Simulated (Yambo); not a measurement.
Sr2H3I (space group P-3m1, No. 164), G0W0@PBEsol in Yambo with this input:

```
rim_cut
gw0
dyson
el_el_corr
HF_and_locXC
ppa
em1d
RandQpts= 1000000
RandGvec= 1 Ry
EXXRLvcs= 72 Ry
VXCRLvcs= 288 Ry
Chimod= "HARTREE"
% BndsRnXp
 1 | 214 |
%
NGsBlkXp= 8 Ry
% LongDrXp
 1.0 | 1.0 | 1.0 |
%
PPAPntXp= 27.2114 eV
% GbndRnge
 1 | 214 |
%
GTermKind= "BG"
DysSolver= "n"
ExtendOut
```

On a 3×3×2 mesh, with wavefunctions cut at 72 Ry, the gap (A → K) is 3.716 eV and the valence edge shifts by -1.132 eV.

What happens with this change: exchange cut at 5 Ry?

The gap rises by 0.148 eV, to 3.864 eV; the shift of the valence edge becomes -0.964 eV. Neither run is shown to be the converged limit. The mesh misses a band edge: along a dense path the PBEsol gap is 1.89 eV against 1.99 eV on the mesh.

Spin-orbit coupling is not included.

Geometry of the Materials Project entry, not relaxed at this level; primitive cell a = b = 4.2427 Å, c = 7.6828 Å, α = β = 90.00°, γ = 120.00°.

The structure is a Materials Project entry; no match was found in the copy of COD used, and its stability was not checked.

A shift is the quasiparticle energy of the state minus its PBEsol energy.
